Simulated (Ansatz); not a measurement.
BN:
```xyz
2
Lattice="0.0000 1.8044 1.8044 1.8044 0.0000 1.8044 1.8044 1.8044 0.0000" Properties=species:S:1:pos:R:3 pbc="T T T"
B      0.0000     0.0000     0.0000
N      0.9022     0.9022     0.9022
```

Relaxed with r²SCAN.

### Question
Give the optical modes at the zone centre with their infrared and Raman activity from DFPT, r²SCAN (plane waves, PAW; program Ansatz).

### Answer
Transverse frequencies, without the LO–TO term; a row sums one degenerate level.

```
ω (cm⁻¹)  degeneracy  IR ((D/Å)²/amu)  Raman (Å⁴/amu)  activity  symmetry
--------  ----------  ---------------  --------------  --------  --------
1042               3            44.54              21  IR+Raman        T2
```

### Question
How high does the top mode go among those that the LO–TO term moves?

### Answer
1301 cm⁻¹ for q along x.

Space group F-43m (zinc blende). Symmetry was held in the r²SCAN relaxation; phonons on a q-mesh show no instability.

Potentials: the earlier of the program's two PAW sets.
